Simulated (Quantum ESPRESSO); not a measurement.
Au4In2AlRh, one run as intended and one with a planted mistake

Simulated, not a measurement. The program is pw.x of Quantum ESPRESSO 7.5 (plane-wave density functional theory). The cell is made up: eight metal atoms on a hexagonal close-packed lattice, with elements, volume, strain and displacements drawn at random and not relaxed, so it may be unstable or far from any real phase. PseudoDojo standard norm-conserving files set the functional (PBE unless stated); there is no spin polarisation or spin-orbit coupling, the Fermi-Dirac width of 0.25 eV means electrons at about 2900 K, and the masses in the input are unused placeholders. Heavy elements are run without spin-orbit coupling, which real alloys of them have. A spin test at this wide smearing found no moment, but such smearing suppresses magnetism that the real alloy may have.

Intended input:

```
&control calculation='scf', pseudo_dir='./dojo.nc.sr.pbe.v0_5.standard.upf', outdir='./o', disk_io='minimal', tprnfor=.true., tstress=.true. /
&system ibrav=0, nat=8, ntyp=4, nbnd=71, ecutwfc=87.97787729, nosym=.true., tot_charge=0,
 occupations='smearing', smearing='fd', degauss=0.0183746611
/
&electrons conv_thr=1.470e-08, electron_maxstep=70, mixing_beta=0.5 /
ATOMIC_SPECIES
Al 1.0 Al.upf
Au 1.0 Au.upf
In 1.0 In.upf
Rh 1.0 Rh.upf
CELL_PARAMETERS angstrom
4.546 -2.5266 -0.0355
-2.9941 -0.0031 -4.8698
3.0863 5.1496 -0.0535
ATOMIC_POSITIONS angstrom
Au 0.0833 -0.0183 -0.0465
Au 1.5447 2.5749 -0.0682
In 0.011 1.7091 -2.4178
Au 1.59 4.291 -2.4857
Al 3.038 0.0355 -0.0294
In 4.5978 2.6423 -0.0638
Au 1.5165 -0.8238 -2.4714
Rh 3.1285 1.8029 -2.4874
K_POINTS automatic
5 5 4 1 1 1
```

The log is shortened where brackets say so; the opening notice, blank lines, dates and the lines on written files are dropped, and the path of the files is cut. It prints rydbergs, bohrs and kilobars, and counts compression as positive stress. Its total energy is the free energy E - TS of the whole cell.

Log of the intended run:

```
     Program PWSCF v.7.5
     Parallel version (MPI & OpenMP), running on       4 processor cores
     Number of MPI processes:                 4
     Threads/MPI process:                     1
     [start-up lines left out]
     bravais-lattice index     =            0
     lattice parameter (alat)  =       9.8286  a.u.
     unit-cell volume          =    1032.0151 (a.u.)^3
     number of atoms/cell      =            8
     number of atomic types    =            4
     number of electrons       =       122.00
     number of Kohn-Sham states=           71
     kinetic-energy cutoff     =      87.9779  Ry
     charge density cutoff     =     351.9115  Ry
     scf convergence threshold =      1.5E-08
     mixing beta               =       0.5000
     number of iterations used =            8  plain     mixing
     Exchange-correlation= PBE
                           (   1   4   3   4   0   0   0)
     [axes and pseudopotential details left out]
   Cartesian axes
     site n.     atom                  positions (alat units)
         1        Au     tau(   1) = (   0.0160159  -0.0035185  -0.0089405  )
         2        Au     tau(   2) = (   0.2969968   0.4950716  -0.0131127  )
         3        In     tau(   3) = (   0.0021150   0.3286057  -0.4648663  )
         4        Au     tau(   4) = (   0.3057066   0.8250232  -0.4779213  )
         5        Al     tau(   5) = (   0.5841111   0.0068255  -0.0056527  )
         6        In     tau(   6) = (   0.8840111   0.5080305  -0.0122667  )
         7        Au     tau(   7) = (   0.2915749  -0.1583906  -0.4751719  )
         8        Rh     tau(   8) = (   0.6015113   0.3466405  -0.4782481  )
     number of k points=    50  Fermi-Dirac smearing, width (Ry)=  0.0184
                       cart. coord. in units 2pi/alat
        k(    1) = (   0.1365136   0.0424509  -0.1907622), wk =   0.0400000
        k(    2) = (   0.2411269   0.2315823  -0.2552020), wk =   0.0400000
     [further k points left out]
     Dense  grid:   115059 G-vectors     FFT dimensions: (  60,  72,  72)
     Estimated max dynamical RAM per process >     410.26 MB
     Estimated total dynamical RAM >       1.52 GB
     Initial potential from superposition of free atoms
     starting charge     121.9887, renormalised to     122.0000
     Starting wfcs are   72 randomized atomic wfcs
     total cpu time spent up to now is        7.2 secs
     per-process dynamical memory:   316.2 Mb
     Self-consistent Calculation
     iteration #  1     ecut=    87.98 Ry     beta= 0.50
     Davidson diagonalization with overlap
     ethr =  1.00E-02,  avg # of iterations =  5.6
     Threshold (ethr) on eigenvalues was too large:
     Diagonalizing with lowered threshold
     Davidson diagonalization with overlap
     ethr =  7.95E-04,  avg # of iterations =  1.5
     total cpu time spent up to now is       40.5 secs
     total energy              =   -1690.23639197 Ry
     estimated scf accuracy    <       0.99706540 Ry
     iteration #  2     ecut=    87.98 Ry     beta= 0.50
     Davidson diagonalization with overlap
     ethr =  8.17E-04,  avg # of iterations =  2.9
     total cpu time spent up to now is       59.5 secs
     total energy              =   -1689.52816689 Ry
     estimated scf accuracy    <      11.72618283 Ry
     [iterations 3 to 10 left out]
     iteration # 11     ecut=    87.98 Ry     beta= 0.50
     Davidson diagonalization with overlap
     ethr =  3.83E-10,  avg # of iterations =  2.0
     total cpu time spent up to now is      212.7 secs
     total energy              =   -1690.69859126 Ry
     estimated scf accuracy    <       0.00000009 Ry
     iteration # 12     ecut=    87.98 Ry     beta= 0.50
     Davidson diagonalization with overlap
     ethr =  7.22E-11,  avg # of iterations =  2.2
     total cpu time spent up to now is      228.9 secs
     End of self-consistent calculation
     [lines on levels left out]
!    total energy              =   -1690.69859127 Ry
     estimated scf accuracy    <          8.1E-09 Ry
     smearing contrib. (-TS)   =      -0.05638591 Ry
     internal energy E=F+TS    =   -1690.64220536 Ry
     The total energy is F=E-TS. E is the sum of the following terms:
     one-electron contribution =    -630.41970905 Ry
     hartree contribution      =     382.82179569 Ry
     xc contribution           =    -328.48949991 Ry
     ewald contribution        =   -1114.55479208 Ry
     convergence has been achieved in  12 iterations
     Forces acting on atoms (cartesian axes, Ry/au):
     atom    1 type  2   force =    -0.00810804    0.01281648    0.01588742
     atom    2 type  2   force =     0.00375538   -0.00511944    0.00915675
     atom    3 type  3   force =     0.00299797    0.01757606    0.00277852
     atom    4 type  2   force =    -0.00015916   -0.00176335   -0.01048620
     atom    5 type  1   force =    -0.00675239    0.01023483   -0.01139395
     atom    6 type  3   force =     0.00837373   -0.01725788   -0.00959286
     atom    7 type  2   force =     0.00403605    0.00736924   -0.01102390
     atom    8 type  4   force =    -0.00414354   -0.02385595    0.01467422
     Total force =     0.052718     Total SCF correction =     0.000206
     Computing stress (Cartesian axis) and pressure
          total   stress  (Ry/bohr**3)                   (kbar)     P=      -50.90
  -0.00042116   0.00008019  -0.00008584          -61.95       11.80      -12.63
   0.00008019  -0.00024363   0.00008050           11.80      -35.84       11.84
  -0.00008584   0.00008050  -0.00037329          -12.63       11.84      -54.91
     init_run     :      6.71s CPU      7.10s WALL (       1 calls)
     electrons    :    219.84s CPU    221.66s WALL (       1 calls)
     forces       :      2.80s CPU      2.95s WALL (       1 calls)
     stress       :      9.36s CPU      9.71s WALL (       1 calls)
     [timing details left out]
     PWSCF        :   3m58.86s CPU   4m 1.60s WALL
     JOB DONE.
```

A second run has one planted mistake: the cell and the positions are scaled by a wrong factor. The input lines that differ:

```
- 4.546 -2.5266 -0.0355
- -2.9941 -0.0031 -4.8698
- 3.0863 5.1496 -0.0535
+ 4.5783 -2.5445 -0.0358
+ -3.0154 -0.0031 -4.9044
+ 3.1082 5.1862 -0.0539
- Au 0.0833 -0.0183 -0.0465
- Au 1.5447 2.5749 -0.0682
- In 0.011 1.7091 -2.4178
- Au 1.59 4.291 -2.4857
- Al 3.038 0.0355 -0.0294
- In 4.5978 2.6423 -0.0638
- Au 1.5165 -0.8238 -2.4714
- Rh 3.1285 1.8029 -2.4874
+ Au 0.0839 -0.0184 -0.0468
+ Au 1.5557 2.5932 -0.0687
+ In 0.0111 1.7212 -2.435
+ Au 1.6013 4.3215 -2.5033
+ Al 3.0596 0.0358 -0.0296
+ In 4.6304 2.6611 -0.0643
+ Au 1.5273 -0.8296 -2.4889
+ Rh 3.1507 1.8157 -2.5051
```

Its log:

```
     Program PWSCF v.7.5
     Parallel version (MPI & OpenMP), running on       4 processor cores
     Number of MPI processes:                 4
     Threads/MPI process:                     1
     [start-up lines left out]
     bravais-lattice index     =            0
     lattice parameter (alat)  =       9.8984  a.u.
     unit-cell volume          =    1054.1695 (a.u.)^3
     number of atoms/cell      =            8
     number of atomic types    =            4
     number of electrons       =       122.00
     number of Kohn-Sham states=           71
     kinetic-energy cutoff     =      87.9779  Ry
     charge density cutoff     =     351.9115  Ry
     scf convergence threshold =      1.5E-08
     mixing beta               =       0.5000
     number of iterations used =            8  plain     mixing
     Exchange-correlation= PBE
                           (   1   4   3   4   0   0   0)
     [axes and pseudopotential details left out]
   Cartesian axes
     site n.     atom                  positions (alat units)
         1        Au     tau(   1) = (   0.0160176  -0.0035128  -0.0089347  )
         2        Au     tau(   2) = (   0.2970030   0.4950749  -0.0131157  )
         3        In     tau(   3) = (   0.0021191   0.3285990  -0.4648725  )
         4        Au     tau(   4) = (   0.3057086   0.8250294  -0.4779119  )
         5        Al     tau(   5) = (   0.5841166   0.0068347  -0.0056510  )
         6        In     tau(   6) = (   0.8840024   0.5080379  -0.0122757  )
         7        Au     tau(   7) = (   0.2915810  -0.1583812  -0.4751627  )
         8        Rh     tau(   8) = (   0.6015088   0.3466403  -0.4782555  )
     number of k points=    50  Fermi-Dirac smearing, width (Ry)=  0.0184
                       cart. coord. in units 2pi/alat
        k(    1) = (   0.1365111   0.0424518  -0.1907607), wk =   0.0400000
        k(    2) = (   0.2411217   0.2315835  -0.2551986), wk =   0.0400000
     [further k points left out]
     Dense  grid:   117553 G-vectors     FFT dimensions: (  60,  72,  72)
     Estimated max dynamical RAM per process >     418.37 MB
     Estimated total dynamical RAM >       1.55 GB
     Initial potential from superposition of free atoms
     starting charge     121.9887, renormalised to     122.0000
     Starting wfcs are   72 randomized atomic wfcs
     total cpu time spent up to now is        7.2 secs
     per-process dynamical memory:   322.0 Mb
     Self-consistent Calculation
     iteration #  1     ecut=    87.98 Ry     beta= 0.50
     Davidson diagonalization with overlap
     ethr =  1.00E-02,  avg # of iterations =  5.6
     Threshold (ethr) on eigenvalues was too large:
     Diagonalizing with lowered threshold
     Davidson diagonalization with overlap
     ethr =  7.79E-04,  avg # of iterations =  1.5
     total cpu time spent up to now is       40.0 secs
     total energy              =   -1690.23387648 Ry
     estimated scf accuracy    <       0.97828155 Ry
     iteration #  2     ecut=    87.98 Ry     beta= 0.50
     Davidson diagonalization with overlap
     ethr =  8.02E-04,  avg # of iterations =  2.9
     total cpu time spent up to now is       57.0 secs
     total energy              =   -1689.50325564 Ry
     estimated scf accuracy    <      12.31746473 Ry
     [iterations 3 to 10 left out]
     iteration # 11     ecut=    87.98 Ry     beta= 0.50
     Davidson diagonalization with overlap
     ethr =  3.94E-10,  avg # of iterations =  2.0
     total cpu time spent up to now is      198.5 secs
     total energy              =   -1690.68965572 Ry
     estimated scf accuracy    <       0.00000009 Ry
     iteration # 12     ecut=    87.98 Ry     beta= 0.50
     Davidson diagonalization with overlap
     ethr =  7.49E-11,  avg # of iterations =  2.1
     total cpu time spent up to now is      213.2 secs
     End of self-consistent calculation
     [lines on levels left out]
!    total energy              =   -1690.68965572 Ry
     estimated scf accuracy    <          8.5E-09 Ry
     smearing contrib. (-TS)   =      -0.05799639 Ry
     internal energy E=F+TS    =   -1690.63165934 Ry
     The total energy is F=E-TS. E is the sum of the following terms:
     one-electron contribution =    -642.84710463 Ry
     hartree contribution      =     387.29905125 Ry
     xc contribution           =    -328.39138655 Ry
     ewald contribution        =   -1106.69221940 Ry
     convergence has been achieved in  12 iterations
     Forces acting on atoms (cartesian axes, Ry/au):
     atom    1 type  2   force =    -0.00704968    0.01171414    0.01491680
     atom    2 type  2   force =     0.00381521   -0.00468413    0.00804245
     atom    3 type  3   force =     0.00288892    0.01650808    0.00337958
     atom    4 type  2   force =    -0.00021637   -0.00215125   -0.00969001
     atom    5 type  1   force =    -0.00692024    0.00995479   -0.01095524
     atom    6 type  3   force =     0.00797362   -0.01583355   -0.00971509
     atom    7 type  2   force =     0.00309285    0.00611083   -0.01007930
     atom    8 type  4   force =    -0.00358432   -0.02161891    0.01410081
     Total force =     0.049038     Total SCF correction =     0.000218
     Computing stress (Cartesian axis) and pressure
          total   stress  (Ry/bohr**3)                   (kbar)     P=      -67.79
  -0.00052762   0.00007920  -0.00008326          -77.62       11.65      -12.25
   0.00007920  -0.00036805   0.00007444           11.65      -54.14       10.95
  -0.00008326   0.00007444  -0.00048673          -12.25       10.95      -71.60
     init_run     :      6.66s CPU      7.00s WALL (       1 calls)
     electrons    :    201.15s CPU    206.04s WALL (       1 calls)
     forces       :      2.76s CPU      2.81s WALL (       1 calls)
     stress       :      8.77s CPU      8.88s WALL (       1 calls)
     [timing details left out]
     PWSCF        :   3m39.51s CPU   3m44.94s WALL
     JOB DONE.
```

|  | intended run | run with the mistake |
| --- | --- | --- |
| free energy (eV) | -23003.126 | -23003.005 |
| entropy term -TS, part of it (eV) | -0.767 | -0.789 |
| pressure (GPa) | -5.09 | -6.78 |
| size of the largest force component (eV/Å) | 0.613 | 0.556 |
| largest change of a force component (eV/Å) |  | 0.058 |
| iterations | 12 | 12 |

For scale, a rerun of the intended cell at a higher cutoff and on a denser mesh moved values by no more than 0.006 eV in energy, 0.14 GPa in stress and 0.013 eV/Å in force, and a second program with other atomic files agreed on that cell to 2 % rms in force and 0.5 GPa in pressure.